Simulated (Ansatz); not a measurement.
# Hg: energy from the work of forces and stress

```xyz
2
Lattice="-2.9298 2.9298 1.5726 2.9298 -2.9298 1.5726 2.9298 2.9298 -1.5726" Properties=species:S:1:pos:R:3 pbc="T T T"
Hg    0.0000    2.9298    0.7863
Hg    0.0000    0.0000    0.0000
```

All numbers below come from DFT PBEsol, scalar-relativistic, plane waves, PAW in Ansatz.

Plane waves to 420 eV, a k mesh through Γ of 16×16×16 on the computed 2-atom cell and Gaussian smearing (0.10 eV); no spin polarisation.

At the start the stress (GPa, compression positive, xx yy zz yz xz xy) is -2.31 -2.31 -2.66 0.00 0.00 0.00 and all forces are under 0.005 eV/Å. Each variant moves atoms by u and then strains the cell by ε, so an atom ends at (r + u)(1 + ε); shears are tensor components, each standing twice in ε. The starting volume is 53.99 Å³.

Variant 1: strain (xx yy zz yz xz xy, %) 3.44 3.44 -2.56 0.00 0.00 0.00. There the stress is -3.19 -3.19 -2.59 0.00 0.00 0.00 GPa.

Variant 2: strain (xx yy zz yz xz xy, %) 5.11 5.11 2.11 0.00 0.00 0.00. There the stress is -3.56 -3.56 -3.67 0.00 0.00 0.00 GPa.

Estimate each change of free energy from forces and stresses by the trapezoid rule along the path (r + tu)(1 + tε), t from 0 to 1, and compare with the computed change.

The derivative of the energy along the path is −F·u(1 + tε) for the atoms and −V σ(1 + tε)⁻¹ : ε for the cell, with F, σ and V taken at t (σ positive in compression; 1 eV/Å³ = 160.2 GPa). Averaging t = 0 and t = 1 gives, in meV per atom:
```
variant work on atoms work on cell sum computed
      1            0.0          20.2  20.2      21.4
      2            0.0          64.6  64.6      69.4
```

The rule is exact for a quadratic energy surface and overshoots a term ct³ by c/2, so the difference between the last two columns measures the net anharmonic part along the path (terms of opposite sign can cancel, and the finite basis adds a little): 6 to 7 % here.

Spin–orbit coupling is left out, which can shift energies with elements as heavy as these.

This form isn't the element's structure at ambient conditions.